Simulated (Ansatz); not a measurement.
Input, command and steps of an Ansatz relaxation.

```yaml
crystal:
  lattice:
    - [0.0, 2.208634778, 2.208634778]
    - [2.208634778, 0.0, 2.208634778]
    - [2.208634778, 2.208634778, 0.0]
  atoms:
    - { symbol: Ta, position: [0.5, 0.5, 0.5] }
    - { symbol: "N", position: [0.0, 0.0, 0.0] }
basis:
  ecutwfc: 420
kpoints:
  mp_grid: { grid: [16, 16, 16] }
hamiltonian:
  xc: pbe
  dispersion: d3bj
scf:
  occupations: { method: gaussian, width: 0.1 }
output:
  forces: true
  stress: true
  eigenvalues: true
relax:
  adjacent_minimum: "off"
  f_tol: 0.005
  max_steps: 50
  cell: { stress_tol: 0.05 }
```

```bash
ansatz run input.yaml --threads 1 --pin off --max-ram 2560MiB --backend cpu --events-out ev --progress --plain --runs-dir out
```

The calculation used DFT PBE+D3(BJ), scalar-relativistic, plane waves, PAW (Ansatz).

Of 7 frames 6 are shown, positions in Å and forces in eV/Å; the SCF threshold varies from step to step. Steps run on the plane waves of an earlier cell, with a Pulay correction in the pressure. The basis is chosen afresh for the last frame, the zero of the energies, and at times for earlier ones too; energy and pressure step there, also at an unchanged geometry.

```xyz
2
Lattice="0.0000 2.2086 2.2086 2.2086 0.0000 2.2086 2.2086 2.2086 0.0000" Properties=species:S:1:pos:R:3:forces:R:3 pbc="T T T" step=1 free_energy_over_end_meV_per_atom=5.39 pressure_GPa=-7.25
Ta    2.2086    2.2086    2.2086    0.0000    0.0000    0.0000
N     0.0000    0.0000    0.0000    0.0000    0.0000    0.0000
2
Lattice="0.0000 2.1857 2.1857 2.1857 0.0000 2.1857 2.1857 2.1857 0.0000" Properties=species:S:1:pos:R:3:forces:R:3 pbc="T T T" step=2 free_energy_over_end_meV_per_atom=0.13 pressure_GPa=3.48
Ta    2.1857    2.1857    2.1857    0.0000    0.0000    0.0000
N     0.0000    0.0000    0.0000    0.0000    0.0000    0.0000
2
Lattice="0.0000 2.1930 2.1930 2.1930 0.0000 2.1930 2.1930 2.1930 0.0000" Properties=species:S:1:pos:R:3:forces:R:3 pbc="T T T" step=3 free_energy_over_end_meV_per_atom=-0.63 pressure_GPa=-0.12
Ta    2.1930    2.1930    2.1930    0.0000    0.0000    0.0000
N     0.0000    0.0000    0.0000    0.0000    0.0000    0.0000
2
Lattice="0.0000 2.1928 2.1928 2.1928 0.0000 2.1928 2.1928 2.1928 0.0000" Properties=species:S:1:pos:R:3:forces:R:3 pbc="T T T" step=4 free_energy_over_end_meV_per_atom=-0.65 pressure_GPa=0.00
Ta    2.1928    2.1928    2.1928    0.0000    0.0000    0.0000
N     0.0000    0.0000    0.0000    0.0000    0.0000    0.0000
2
Lattice="0.0000 2.1928 2.1928 2.1928 0.0000 2.1928 2.1928 2.1928 0.0000" Properties=species:S:1:pos:R:3:forces:R:3 pbc="T T T" step=5 free_energy_over_end_meV_per_atom=-0.01 pressure_GPa=-0.10
Ta    2.1928    2.1928    2.1928    0.0000    0.0000    0.0000
N     0.0000    0.0000    0.0000    0.0000    0.0000    0.0000
2
Lattice="0.0000 2.1926 2.1926 2.1926 0.0000 2.1926 2.1926 2.1926 0.0000" Properties=species:S:1:pos:R:3:forces:R:3 pbc="T T T" step=7 free_energy_over_end_meV_per_atom=0.00 pressure_GPa=0.00
Ta    2.1926    2.1926    2.1926    0.0000    0.0000    0.0000
N     0.0000    0.0000    0.0000    0.0000    0.0000    0.0000
```

It took 23 s on 1 thread of Intel(R) Xeon(R) Platinum 8375C CPU @ 2.90GHz (Ice Lake), on a shared host, peak memory 0.41 GiB.

Spin–orbit coupling is left out, which can shift energies with elements as heavy as these.